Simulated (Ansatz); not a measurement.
KC, one structure, two calculations

Cell: an entry of the Crystallography Open Database (COD) whose atoms were relaxed with PBE, the cell held.

```cif
data_KC
_symmetry_space_group_name_H-M 'I4_1/acd:1'
_symmetry_Int_Tables_number 142
_cell_length_a 7.5690
_cell_length_b 7.5690
_cell_length_c 14.5210
_cell_angle_alpha 90.000
_cell_angle_beta 90.000
_cell_angle_gamma 90.000
loop_
_atom_site_label
_atom_site_type_symbol
_atom_site_symmetry_multiplicity
_atom_site_Wyckoff_symbol
_atom_site_fract_x
_atom_site_fract_y
_atom_site_fract_z
K K 16 e 0.6915 0.2500 0.8750
C C 16 f 0.0591 0.0591 0.2500
```

One atom of each set is listed; the run and its k-mesh use a cell of 16 atoms with edges of 9.02, 9.02, 9.02 Å.

First run. Computed with Ansatz: DFT, PBE, plane waves and PAW, scalar-relativistic, 420 eV cutoff, Γ-centred 6×6×6 k-points, Fermi–Dirac smearing 0.05 eV.

| site | V_zz (10²¹ V/m²) | η |
| --- | --- | --- |
| K | -1.16 | 0.49 |
| C | -6.32 | 0.02 |

Second run. The same atoms and settings, except that the cutoff is 550 eV.

Task: Given the first result, estimate the second.

Result: 

```csv
site,V_zz,η,change of V_zz
K,-1.16,0.49,0.00
C,-6.36,0.02,-0.04
```

The largest change of V_zz is on C, from -6.32 to -6.36. In per cent, |V_zz| changes by 0 on K, +1 on C (all sites that start above 0.5).

The database entry as given showed forces above 3 eV/Å or a pressure above 30 GPa, though relaxing it moves no atom far.
